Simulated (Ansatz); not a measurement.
# Ir (Fm-3m), clamped-ion strain scan

These are results of Ansatz, DFT r2SCAN, scalar-relativistic, plane waves, PAW, not measurements. Cutoff 500 eV, Γ-centred 22×22×22 k-points, Gaussian smearing of 0.15 eV. Spin–orbit coupling is left out, which can shift energies with elements as heavy as these. No spin polarisation. Energies are free energies at this smearing, counted from the undisturbed cell; pressure is positive in compression.

Zero of the scan (as given, not relaxed at this level; it stands at 1.6 GPa):

```yaml
crystal:
  lattice:
    - [0.00000, 1.91970, 1.91970]
    - [1.91970, 0.00000, 1.91970]
    - [1.91970, 1.91970, 0.00000]
  atoms:
    - { symbol: Ir, position: [0.00000, 0.00000, 0.00000] }
```

The cell is strained by ε times the Voigt pattern (0, 0, 1, 0, 0, 0) (xx, yy, zz, yz, xz, xy; engineering shear) with fractional coordinates fixed. The cell is metallic on the mesh throughout.

| ε | ΔE (meV/atom) |
| --- | --- |
| -0.1000 | 363.1 |
| -0.0750 | 197.1 |
| -0.0500 | 85.6 |
| -0.0250 | 22.0 |
| 0.0000 | 0.0 |
| 0.0250 | 13.2 |
| 0.0500 | 56.2 |
| 0.0750 | 124.2 |
| 0.0875 | 166.1 |
| 0.1000 | 212.5 |

(1) Predict the stress summed along the pattern (GPa, tension positive) at each point.

## Answers

(1)
| ε | stress summed along the pattern (GPa, tension positive) |
| --- | --- |
| -0.1000 | -88.47 |
| -0.0750 | -62.39 |
| -0.0500 | -39.15 |
| -0.0250 | -18.88 |
| 0.0000 | -1.58 |
| 0.0250 | 13.11 |
| 0.0500 | 25.53 |
| 0.0750 | 35.74 |
| 0.0875 | 40.05 |
| 0.1000 | 43.87 |

Cost: 10 runs of about 2.4 core-minutes in all, on AMD EPYC 7R43 (Zen 3) (shared hosts).